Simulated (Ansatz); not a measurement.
Crystals of one structure type (zinc blende) and one family of elements, relaxed and computed with plane-wave PAW r²SCAN (Ansatz code).

```tsv
crystal	V (Å³/atom)	B₀ by P(V) fit (GPa)
AlN	10.43	210
GaN	11.37	196
BP	11.67	169
GaAs	22.74	72.3
InP	25.76	68.2
InAs	28.49	?
GaSb	28.81	52.9
```

Question: Fit a straight line to ln B₀ against ln V and predict the withheld value.

Answer: Least squares on the 6 shown rows: ln B₀ = -1.31 × ln V + (8.409), with a scatter of 5.0 %. For InAs this gives 55.8. The run itself gave 57.2, a miss of 2.4 % of that.

All cells were relaxed under the symmetry of their starts (and spin orders); stability against distortions was not tested throughout. Spin–orbit coupling is left out wherever it is not named.

Potentials: the later of the program's two PAW sets.
